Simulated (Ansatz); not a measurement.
# Choice of functional: BiTe

```xyz
2
Lattice="0.0000 3.2350 3.2350 3.2350 0.0000 3.2350 3.2350 3.2350 0.0000" Properties=species:S:1:pos:R:3 pbc="T T T"
Bi    0.0000    0.0000    0.0000
Te    3.2350    3.2350    3.2350
```

Atoms are numbered in the order listed.

The cell is COD entry 9008604, as deposited and not checked against the literature; nothing was relaxed.

Spin–orbit coupling is left out, though it moves levels of the heavy atoms by tenths of an eV or more.

One fixed cell is solved with several functionals by frozen-core PAW in Ansatz 0.2.0, scalar-relativistically. A positive pressure means that the functional wants a larger cell.

The PAW files were made with PBE; their cores are remade for each functional.

Settings: a Γ-centred 10×10×10 k mesh, Fermi–Dirac smearing of 0.08 eV, cutoff 420 eV, no spin polarisation.

Cutoffs: PBE 420 eV, LDA 420 eV, PBEsol 420 eV, r²SCAN 500 eV.

| setting | P (GPa) | lowest level at Γ above −25 eV, from the valence-band top or, without a gap, the Fermi level (eV) |
| --- | --- | --- |
| PBE | 0.79 | -23.17 |
| LDA | -2.79 | -23.00 |
| PBEsol | -1.68 | -23.07 |
| r²SCAN | ? | ? |

Task: Fill in "P (GPa)" for the row "r²SCAN".

Result: 0.02.

Task: Fill in "lowest level at Γ above −25 eV, from the valence-band top or, without a gap, the Fermi level (eV)" for the row "r²SCAN".

Result: -24.03.
